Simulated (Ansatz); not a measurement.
## As (A7)

Method: LDA, scalar-relativistic; no spin polarisation; PAW, 420 eV, 14×14×14 k-mesh, Gaussian smearing of 0.05 eV; code Ansatz; PAW files: Ansatz's generated set soft_2.

```
As
1.0
     1.87972    1.08526    3.32795
    -1.87972    1.08526    3.32795
     0.00000   -2.17052    3.32795
As
2
Direct
  0.23061 0.23061 0.23061
  0.76939 0.76939 0.76939
```

The cell is relaxed to zero pressure at this level.

Path: Γ–T–H2 | H0–L–Γ–S0 | S2–F–Γ, with Γ = (0.000, 0.000, 0.000), T = (0.500, 0.500, 0.500), H2 = (0.762, 0.238, 0.500), H0 = (0.500, -0.238, 0.238), L = (0.500, 0.000, 0.000), S0 = (0.369, -0.369, 0.000), S2 = (0.631, 0.000, 0.369), F = (0.500, 0.000, 0.500) in reciprocal vectors of the calculation's cell.

Question: Is it a metal or an insulator, and if it has a gap, where are the band edges on this path?

Answer: A metal: bands cross the Fermi level.

Levels between -6 and 5 eV from the Fermi level at the path's named points:
| point | below E_F (eV) | above E_F (eV) |
| --- | --- | --- |
| Γ | -5.64 -2.48 -2.19 -2.19 | 2.09 3.10 3.10 |
| T | -1.82 -1.82 -0.76 | 0.23 0.23 1.48 |
| H2 and H0 | -5.93 -1.11 | 0.92 |
| L | -2.67 -2.47 -0.42 -0.37 | 0.16 0.76 |
| S0 and S2 | -3.86 -3.67 | 3.27 3.66 |
| F | -4.54 -4.47 | 1.47 |

The structure is built of weakly bound bilayers, and this functional has no dispersion term, so their spacing and all that hangs on it (volume, the soft elastic constants, low modes, dielectric constants) are poorly given. The relaxed cell is 4 % smaller in volume than the cell of this structure in the Crystallography Open Database (21.30 Å³/atom, 1969).
